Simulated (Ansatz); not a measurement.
SnGe:
```xyz
2
Lattice="4.0070 0.0000 0.0000 -2.0035 3.4702 0.0000 0.0000 0.0000 3.6262" Properties=species:S:1:pos:R:3 pbc="T T T"
Sn     0.0000     0.0000     0.0000
Ge     2.0035     1.1567     1.8131
```

Relaxed with PBE. Special points in fractions of this cell's reciprocal vectors: Γ (0.000, 0.000, 0.000); M (0.500, 0.000, 0.000); K (0.333, 0.333, 0.000); A (0.000, 0.000, 0.500); L (0.500, 0.000, 0.500); H (0.333, 0.333, 0.500).

Q: List the band energies nearest the Fermi level at these points for the program Ansatz at the PBE level (PAW).

A: In eV from the Fermi level; about four levels below and three above (degenerate sets whole), none deeper than 8.9 eV; points with the same levels are listed once.

```csv
k,below,above
Γ,-1.84 -0.40,0.02 0.02 3.54 3.54
M,-7.47 -1.84 -0.05,1.69 4.16 4.71
K,-8.70 -7.83 -4.17,2.34 3.59 3.73
A,-8.27,2.00 2.00 2.72
L,-7.37 -6.10 -3.88 -3.79,0.95 1.63 3.39
H,-3.85 -3.84 -1.14 -0.98,7.26 8.21 9.42
```

Space group P-6m2. A made-up cell: these elements were put on the sites of a structure type; neither database checked (COD, Materials Project) lists it. Whether it is the stable phase at ambient conditions was not checked. The PBE relaxation kept the symmetry of its start; whether a distortion lowers the energy is not shown. Scalar-relativistic: spin–orbit coupling is off unless named, which matters more the heavier the elements.

Potentials: the later of the program's two PAW sets.
